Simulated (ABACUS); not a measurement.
A self-consistent single point of KCl (Fm-3m, 2 atoms in the cell; from Materials Project mp-23193) with ABACUS.

Computed with LDA (PW92), numerical atomic orbitals TZDP (confined pseudo-atomic orbitals; energy shift 0.003 Ry), PseudoDojo 0.4 standard norm-conserving LDA (tails mended) pseudopotentials in ABACUS.

```xyz
2
Lattice="0.0000 3.1419 3.1419 3.1419 0.0000 3.1419 3.1419 3.1419 0.0000" Properties=species:S:1:pos:R:3 pbc="T T T"
K      0.0000     0.0000     0.0000
Cl     3.1419     3.1419     3.1419
```

Reference input (self-consistent single point, DFT, LDA (PW92), numerical atomic orbitals TZDP (confined pseudo-atomic orbitals; energy shift 0.01 Ry), PseudoDojo 0.4 standard norm-conserving LDA (tails mended) pseudopotentials): basis = TZDP numerical atomic orbitals, energy shift 0.01 Ry; KPT = Gamma 7 7 7 0 0 0; basis_type = lcao; dft_functional = PWLDA; ecutwfc = 100 Ry; smearing_method = gaussian; smearing_sigma = 0.00146997 Ry; potentials = PseudoDojo 0.4 standard norm-conserving LDA (tails mended); symmetry = 1; symmetry_prec = 1e-05; ks_solver = genelpa; scf_nmax = 100. This run's input differs from it in these lines:

```diff
@@ -27,4 +27,4 @@
 NUMERICAL_ORBITAL
-K_lda_9.9au_4s3p2d.orb
-Cl_lda_5.1au_3s3p2d.orb
+K_lda_11.5au_4s3p2d.orb
+Cl_lda_5.9au_3s3p2d.orb
```

Output (repeated stretches shortened):

```
 SELF-CONSISTENT
 -------------------------------------------

                  longest orb rcut (Bohr) = 11.5
   longest nonlocal projector rcut (Bohr) = 1.78
                     search radius (Bohr) = 26.6

                          real space grid = [ 54, 54, 54 ]
                                 init_chg = atomic

 LCAO ALGORITHM --------------- ION=   1  ELEC=   1--------------------------------

 Density error is 0.0591763351953
 E_KohnSham     -92.8975051177       -1263.9353995854
 E_Fermi        0.1573436524         2.1407702172

 LCAO ALGORITHM --------------- ION=   1  ELEC=   2--------------------------------

   [... lines left out ...]

   [... 4 blocks of this kind left out ...]

 LCAO ALGORITHM --------------- ION=   1  ELEC=   7--------------------------------

 Density error is 6.07903916429e-06
 E_KohnSham     -92.9139045213       -1264.1585249182
 E_Fermi        0.1417180454         1.9281729274

 LCAO ALGORITHM --------------- ION=   1  ELEC=   8--------------------------------

 Density error is 1.29825066613e-07
 E_KohnSham     -92.9139045215       -1264.1585249199
 E_KS(sigma->0) -92.9139045215       -1264.1585249199
 E_entropy(-TS) -0.0000000000        -0.0000000000
 E_Fermi        0.1417166865         1.9281544374
 charge density convergence is achieved
 final etot is -1264.1585249 eV
 EFERMI = 1.9281544374 eV

 STATE ENERGY(eV) AND OCCUPATIONS    NSPIN == 1
   [... 15 lines left out ...]

 TOTAL-FORCE (eV/Angstrom)
                        K1         0.0000000000         0.0000000000         0.0000000000
                       Cl1         0.0000000000         0.0000000000         0.0000000000

 TOTAL-STRESS (KBAR)
       -21.5738839255         0.0000000000        -0.0000000000
         0.0000000000       -21.5738839255         0.0000000000
         0.0000000000        -0.0000000000       -21.5738839255
 TOTAL-PRESSURE: -21.573884 KBAR

 --------------------------------------------
 !FINAL_ETOT_IS -1264.1585249198642487 eV
 --------------------------------------------
```

The run converged in 8 iterations. Against the reference run the free energy goes down by 211 meV/atom and the pressure goes from -2.56 to -2.16 GPa.

The atom-centred basis is finite, which shifts total energies and pressures against plane waves. This run is one point of a test of settings, so its values need not be converged; read them against the reference run alone. The structure comes from a collection of computed structures, made at another level of theory; the collection holds predicted forms beside known ones.

Cost on one core: around 30 core-seconds (rough).

The atomic orbitals were generated for these runs; they are not ABACUS's published sets and were checked against plane waves on a few crystals only.

“Tails mended”: in these copies of the files the far tail of each local potential was reset to the Coulomb form.
